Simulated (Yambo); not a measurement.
Convergence of the G0W0 gap of SnSe$_{2}$ monolayer

G0W0@PBEsol for a free-standing SnSe2 monolayer (symmetry P-3m1, slab cell 16.2 Å high) in Yambo. Reference settings: 6×6×1 Γ-centred k mesh, bands 21 to 220 and a 6 Ry block in the screening, 220 bands in G with the Bruneval-Gonze terminator, plasmon pole fitted at 27.2 eV, slab-truncated Coulomb interaction, stochastic integration of W near q = 0. The PBEsol gap Γ → M on this mesh is 0.71 eV; G0W0 gaps are taken between the same points.

```
change from the reference       G0W0 gap Γ → M (eV)  shift of the valence edge (eV)        rough Yambo cost
------------------------------  -------------------  ------------------------------  ----------------------
reference settings                             1.90                           -0.92                       1
98 bands in W, 98 bands in G                   2.00                           -0.70               about 1/3
150 bands in W, 150 bands in G                 1.95                           -0.83  within a factor of two
98 bands in G                                  1.91                           -0.81                       –
150 bands in G                                 1.90                           -0.89                       –
114 bands in W                                 1.98                           -0.82  within a factor of two
no stochastic integration of W                 3.00                           -1.52                       –
5 Ry block                                     1.89                           -0.90  within a factor of two
pole fitted at 15 eV                           1.89                           -0.86                       –
98 bands in G, no terminator                   1.89                           -0.35                       –
150 bands in G, no terminator                  1.89                           -0.60                       –
no terminator                                  1.88                           -0.73                       –
```

The reference isn't shown to be the converged limit. Costs are rough (shared machines), scaled to the same edge states, and given only for runs that recompute the screening. Without the stochastic integration, the mesh misses the sharp change of W near q = 0 in a layer: the 1.11 eV of that row are a sampling artefact.

The standard potentials for Se, Sn keep a d shell in the valence without the s and p states of that shell. In tests on such compounds this moved G0W0 gaps by up to about 0.9 eV, so absolute quasiparticle energies here are unreliable; differences between settings are what counts.

Spin-orbit coupling is included.

Geometry relaxed with PBEsol; primitive cell a = b = 3.8064 Å, c = 16.2000 Å, α = β = 90.00°, γ = 120.00°.

A shift is the quasiparticle energy of the state minus its PBEsol energy.
